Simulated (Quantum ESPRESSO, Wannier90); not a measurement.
# Tight-binding from DFT: KHgF3 (Cmmm)

Cell from Materials Project (mp-7483), symmetrised, no further relaxation. COD (Crystallography Open Database) has an entry of this formula and space group (matched by these alone). The atoms lie within 0.1 Å of the higher space group Pm-3m. Computed values, not measurements, from LDA: Quantum ESPRESSO (norm-conserving PseudoDojo potentials, cutoff 68 Ry, no spin polarisation, no spin-orbit coupling) on a Γ-centred 6×6×6 mesh, then Wannier90. Density: 8×8×8 mesh, Gaussian smearing 0.01 Ry. Spin-orbit coupling is left out although heavy elements are present.

On the energy scale of pw.x, whose zero is arbitrary, the valence-band maximum lies at 4.10 eV.

Input w.win:

```
num_bands = 34
num_wann = 19
exclude_bands = 1-5,9-11
num_iter = 800
conv_tol = 1.0e-6
conv_window = 4
dis_num_iter = 1000
dis_conv_tol = 1.0e-6
dis_froz_max = 5.91
write_hr = true
write_u_matrices = true
auto_projections = true
begin unit_cell_cart
ang
    3.2019650000   -3.2080950000    0.0000000000
    3.2019650000    3.2080950000    0.0000000000
    0.0000000000    0.0000000000    4.5243900000
end unit_cell_cart
begin atoms_frac
K    0.0000000000  0.0000000000  0.5000000000
Hg   0.5000000000  0.5000000000  0.0000000000
F    0.0000000000  0.5000000000  0.0000000000
F    0.5000000000  0.0000000000  0.0000000000
F    0.5000000000  0.5000000000  0.5000000000
end atoms_frac
mp_grid = 6 6 6
begin kpoints
0.0000000000 0.0000000000 0.0000000000
0.0000000000 0.0000000000 0.1666666667
0.0000000000 0.0000000000 0.3333333333
... (213 more lines: the 6x6x6 mesh through Gamma)
end kpoints
```

Input of pw2wannier90.x that gives the overlap and projection files (equivalent; here they were cut from one run over all bands):

```
&inputpp
  outdir = './out'
  prefix = 'pwscf'
  seedname = 'w'
  write_amn = .true.
  write_mmn = .true.
  atom_proj = .true.
  atom_proj_exclude = 1 2 3 4 6 7 8 9
/
```

Output w.wout (banner and timings cut):

```
                                    ------
                                    SYSTEM
                                    ------

                              Lattice Vectors (Ang)
                    a_1     3.201965  -3.208095   0.000000
                    a_2     3.201965   3.208095   0.000000
                    a_3     0.000000   0.000000   4.524390

                   Unit Cell Volume:      92.95095  (Ang^3)

                        Reciprocal-Space Vectors (Ang^-1)
                    b_1     0.981145  -0.979270   0.000000
                    b_2     0.981145   0.979270  -0.000000
                    b_3    -0.000000   0.000000   1.388736

 *----------------------------------------------------------------------------*
 |   Site       Fractional Coordinate          Cartesian Coordinate (Ang)     |
 +----------------------------------------------------------------------------+
 | k    1   0.00000   0.00000   0.50000   |    0.00000   0.00000   2.26220    |
 | hg   1   0.50000   0.50000   0.00000   |    3.20196   0.00000   0.00000    |
 | f    1   0.00000   0.50000   0.00000   |    1.60098   1.60405   0.00000    |
 | f    2   0.50000   0.00000   0.00000   |    1.60098  -1.60405   0.00000    |
 | f    3   0.50000   0.50000   0.50000   |    3.20196   0.00000   2.26220    |
 *----------------------------------------------------------------------------*
                                ------------
                                K-POINT GRID
                                ------------

             Grid size =  6 x  6 x  6      Total points =  216

 *---------------------------------- MAIN ------------------------------------*
 |  Number of Wannier Functions               :                19             |
 |  Number of Objective Wannier Functions     :                19             |
 |  Number of input Bloch states              :                34             |
 |  Output verbosity (1=low, 5=high)          :                 1             |
 |  Timing Level (1=low, 5=high)              :                 1             |
 |  Optimisation (0=memory, 3=speed)          :                 3             |
 |  Length Unit                               :               Ang             |
 |  Post-processing setup (write *.nnkp)      :                 F             |
 |  Using Gamma-only branch of algorithms     :                 F             |
 *----------------------------------------------------------------------------*
 *------------------------------- WANNIERISE ---------------------------------*
 |  Total number of iterations                :               800             |
 |  Number of CG steps before reset           :                 5             |
 |  Trial step length for line search         :             2.000             |
 |  Convergence tolerence                     :         0.100E-05             |
 |  Convergence window                        :                 4             |
 |  Iterations between writing output         :                 1             |
 |  Iterations between backing up to disk     :               100             |
 |  Write r^2_nm to file                      :                 F             |
 |  Write xyz WF centres to file              :                 F             |
 |  Write on-site energies <0n|H|0n> to file  :                 F             |
 |  Use guiding centre to control phases      :                 F             |
 |  Use phases for initial projections        :                 F             |
 *----------------------------------------------------------------------------*
 *------------------------------- DISENTANGLE --------------------------------*
 |  Using band disentanglement                :                 T             |
 |  Total number of iterations                :              1000             |
 |  Mixing ratio                              :             0.500             |
 |  Convergence tolerence                     :         1.000E-06             |
 |  Convergence window                        :                 3             |
 *----------------------------------------------------------------------------*
 *-------------------------------- PLOTTING ----------------------------------*
 |  Plotting Hamiltonian in WF basis          :                 T             |
 *----------------------------------------------------------------------------*

       ... (k-mesh section left out)

 Starting a new Wannier90 calculation ...

 Reading overlaps from w.mmn

 Reading projections from w.amn

 *------------------------------- DISENTANGLE --------------------------------*
 +----------------------------------------------------------------------------+
 |                              Energy  Windows                               |
 |                              ---------------                               |
 |                   Outer:  -17.16030  to   23.84420  (eV)                   |
 |                   Inner:  -17.16030  to    5.91000  (eV)                   |
 +----------------------------------------------------------------------------+
   Number of target bands to extract:   19

                   Unitarised projection of Wannier functions
                   ------------------------------------------
   A_mn = <psi_m|g_n> --> S = A.A^+ --> U = S^-1/2.A
   In dis_project... done
   Using an inner window (linner = T)
   In dis_proj_froz... done

                   Extraction of optimally-connected subspace
                   ------------------------------------------
 +---------------------------------------------------------------------+<-- DIS
 |  Iter     Omega_I(i-1)      Omega_I(i)      Delta (frac.)           |<-- DIS
 +---------------------------------------------------------------------+<-- DIS
       1      15.86167267      15.36717297       3.218E-02    <-- DIS
       2      15.58310798      15.13703318       2.947E-02    <-- DIS
       3      15.33635202      14.94550859       2.615E-02    <-- DIS
       4      15.12163822      14.78482224       2.278E-02    <-- DIS
       5      14.93750745      14.64929305       1.967E-02    <-- DIS
       6      14.78056936      14.53453787       1.693E-02    <-- DIS
       ... (lines left out)
      90      13.84687018      13.84685634       9.996E-07    <-- DIS
      91      13.84686780      13.84685505       9.207E-07    <-- DIS
      92      13.84686566      13.84685391       8.484E-07    <-- DIS

             <<<      Delta < 1.000E-06  over  3 iterations     >>>
             <<< Disentanglement convergence criteria satisfied >>>

        Final Omega_I    13.84685391 (Ang^2)

 +----------------------------------------------------------------------------+

 Writing checkpoint file w.chk... done

 *------------------------------- WANNIERISE ---------------------------------*
 +--------------------------------------------------------------------+<-- CONV
 | Iter  Delta Spread     RMS Gradient      Spread (Ang^2)            |<-- CONV
 +--------------------------------------------------------------------+<-- CONV

 ------------------------------------------------------------------------------
 Initial State
  WF centre and spread    1  (  0.000000, -0.000000,  2.262195 )     3.83565063
  WF centre and spread    2  (  3.201965,  0.000000,  0.000000 )     0.70026793
  WF centre and spread    3  (  3.201965, -0.000000,  0.000000 )     0.74115410
  WF centre and spread    4  (  3.201965,  0.000000, -0.000000 )     0.74094247
  WF centre and spread    5  (  3.201965,  0.000000, -0.000000 )     0.74087509
  WF centre and spread    6  (  3.201965, -0.000000,  0.000000 )     0.70045414
  WF centre and spread    7  (  3.201965, -0.000000,  0.000000 )     2.01064193
  WF centre and spread    8  (  1.600983,  1.604047, -0.000000 )     0.54541702
  WF centre and spread    9  (  1.600982,  1.604048, -0.000000 )     0.66454410
  WF centre and spread   10  (  1.600982,  1.604047,  0.000000 )     0.68718048
  WF centre and spread   11  (  1.600983,  1.604048, -0.000000 )     0.68771868
  WF centre and spread   12  (  1.600983, -1.604047, -0.000000 )     0.54541702
  WF centre and spread   13  (  1.600983, -1.604048,  0.000000 )     0.66454410
  WF centre and spread   14  (  1.600982, -1.604048,  0.000000 )     0.68718048
  WF centre and spread   15  (  1.600982, -1.604048, -0.000000 )     0.68771868
  WF centre and spread   16  (  3.201965, -0.000000,  2.262195 )     0.54506141
  WF centre and spread   17  (  3.201965, -0.000000,  2.262195 )     0.70716433
  WF centre and spread   18  (  3.201965, -0.000000,  2.262195 )     0.66445201
  WF centre and spread   19  (  3.201965, -0.000000,  2.262195 )     0.66424768
  Sum of centres and spreads ( 44.827510, -0.000000, 11.310975 )    17.22063227

      0     0.172E+02     0.0000000000       17.2206322052  <-- CONV
        O_D=      0.0000000 O_OD=      3.3737783 O_TOT=     17.2206322 <-- SPRD
 ------------------------------------------------------------------------------
      1    -0.695E+00     0.4921556414       16.5259539012  <-- CONV
        O_D=      0.0000000 O_OD=      2.6791000 O_TOT=     16.5259539 <-- SPRD
      2    -0.241E+00     0.4532669589       16.2851713907  <-- CONV
        O_D=      0.0000000 O_OD=      2.4383175 O_TOT=     16.2851714 <-- SPRD
      3    -0.124E+00     0.4145767884       16.1613712961  <-- CONV
        O_D=      0.0000000 O_OD=      2.3145174 O_TOT=     16.1613713 <-- SPRD
      4    -0.574E-01     0.2926481263       16.1039944713  <-- CONV
        O_D=      0.0000000 O_OD=      2.2571406 O_TOT=     16.1039945 <-- SPRD
      5    -0.306E-01     0.1985771941       16.0734031515  <-- CONV
        O_D=      0.0000000 O_OD=      2.2265492 O_TOT=     16.0734032 <-- SPRD
       ... (lines left out)
     35    -0.471E-06     0.0008081808       16.0075296423  <-- CONV
        O_D=      0.0000000 O_OD=      2.1606757 O_TOT=     16.0075296 <-- SPRD
     36    -0.279E-06     0.0005808199       16.0075293636  <-- CONV
        O_D=      0.0000000 O_OD=      2.1606755 O_TOT=     16.0075294 <-- SPRD
     37    -0.209E-06     0.0006750307       16.0075291544  <-- CONV
        O_D=      0.0000000 O_OD=      2.1606752 O_TOT=     16.0075292 <-- SPRD
             <<<     Delta < 1.000E-06  over  4 iterations     >>>
             <<< Wannierisation convergence criteria satisfied >>>
 Final State
  WF centre and spread    1  (  0.000000, -0.000000,  2.262195 )     3.74425980
  WF centre and spread    2  (  3.201965,  0.000000,  0.000000 )     0.70440224
  WF centre and spread    3  (  3.201965, -0.000000,  0.000000 )     0.74384708
  WF centre and spread    4  (  3.201965, -0.000000, -0.000000 )     0.74361406
  WF centre and spread    5  (  3.201965,  0.000000,  0.000000 )     0.74353581
  WF centre and spread    6  (  3.201965, -0.000000,  0.000000 )     0.70469063
  WF centre and spread    7  (  3.201965, -0.000000,  0.000000 )     1.82988663
  WF centre and spread    8  (  1.600982,  1.604047,  0.000000 )     0.37045541
  WF centre and spread    9  (  1.600982,  1.604048, -0.000000 )     0.62472631
  WF centre and spread   10  (  1.600982,  1.604047,  0.000000 )     0.63484786
  WF centre and spread   11  (  1.600983,  1.604048, -0.000000 )     0.63530360
  WF centre and spread   12  (  1.600982, -1.604047, -0.000000 )     0.37045541
  WF centre and spread   13  (  1.600983, -1.604048, -0.000000 )     0.62472631
  WF centre and spread   14  (  1.600982, -1.604048,  0.000000 )     0.63484785
  WF centre and spread   15  (  1.600982, -1.604048, -0.000000 )     0.63530360
  WF centre and spread   16  (  3.201965,  0.000000,  2.262195 )     0.37038117
  WF centre and spread   17  (  3.201965,  0.000000,  2.262195 )     0.64311002
  WF centre and spread   18  (  3.201965, -0.000000,  2.262195 )     0.62476250
  WF centre and spread   19  (  3.201965, -0.000000,  2.262195 )     0.62437294
  Sum of centres and spreads ( 44.827510, -0.000000, 11.310975 )    16.00752922

         Spreads (Ang^2)       Omega I      =    13.846853911
        ================       Omega D      =     0.000000000
                               Omega OD     =     2.160675243
    Final Spread (Ang^2)       Omega Total  =    16.007529154
```
